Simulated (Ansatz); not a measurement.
## Is this Ca₅SnN structure a true minimum?

It was reached by relaxing an invented guess, and it needn't be the stable form of this composition.

Method: DFT PBE, scalar-relativistic, plane waves, PAW (Ansatz). Plane waves to 420 eV, a k mesh through Γ of 12×12×2 on the computed 7-atom cell and Gaussian smearing (0.10 eV); no spin polarisation.

The cell below (7 atoms, space group P3m1 (No. 156)) is relaxed within its symmetry.

```cif
data_structure
_symmetry_space_group_name_H-M 'P 1'
_symmetry_Int_Tables_number 1
_cell_length_a 3.6896
_cell_length_b 3.6896
_cell_length_c 17.9924
_cell_angle_alpha 90.000
_cell_angle_beta 90.000
_cell_angle_gamma 120.000
_cell_volume 212.11
loop_
_atom_site_label
_atom_site_type_symbol
_atom_site_fract_x
_atom_site_fract_y
_atom_site_fract_z
_atom_site_occupancy
Ca1 Ca 0.33333 0.66667 0.47778 1
Ca2 Ca 0.66667 0.33333 0.66396 1
Ca3 Ca 0.33333 0.66667 0.04472 1
Ca4 Ca 0.66667 0.33333 0.18247 1
Ca5 Ca 0.00000 0.00000 0.84437 1
Sn1 Sn 0.00000 0.00000 0.33744 1
N1 N 0.00000 0.00000 0.10927 1
```

For the test it was strained at random (σ = 1.5 % a component), the atoms were moved at random (σ = 0.10 Å), and all was relaxed again on a coarse 6×6×2 mesh (in the run’s order of axes) with 0.20 eV smearing, with no symmetry imposed.

The cell is a metal run without spin; a magnetic state may lie lower.

Question: Does it come back?

Answer: It returns, within 1 meV/atom of the unmoved cell on that mesh and with the same symmetry when read at 0.1 Å (Cm at 0.01 Å, so small strains and shifts remain). No instability shows in this cell; modes of other wave vectors, which need another repeat, aren't tested.
